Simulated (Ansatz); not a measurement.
Ge in space group I-43m (No. 217; Ge on 2a, Ge on 8c, Ge on 12d, Ge on 24g) at seven volumes, plane-wave PAW r²SCAN (Ansatz code), shape and atoms relaxed at each. One row is withheld.

| V (Å³/atom) | P (GPa) |
|---|---|
| 22.786 | 7.54 |
| 23.537 | 4.58 |
| 24.288 | ? |
| 25.039 | 0.00 |
| 25.791 | -1.75 |
| 26.542 | -3.23 |
| 27.293 | -4.47 |

Problem. Fit the shown pressures and predict the withheld one.

Solution. Third-order Birch–Murnaghan: P = (3/2)B₀(x^(7/2) − x^(5/2))[1 + (3/4)(B′ − 4)(x − 1)] with x = (V₀/V)^(2/3). Least squares on the six rows gives V₀ = 25.041 Å³/atom, B₀ = 63.73 GPa, B′ = 4.78. At V = 24.288, x = 1.0206 and P = 2.09 GPa. The run itself gave 2.09 GPa.

The start of the workflow was typed in or built on a structure type; neither database checked (COD, Materials Project) lists it. It is not the phase usual at ambient conditions (space group No. 227). The cell was relaxed with r²SCAN under the symmetry of its start; its stability against distortions is not shown here.

Potentials: the later of the program's two PAW sets.
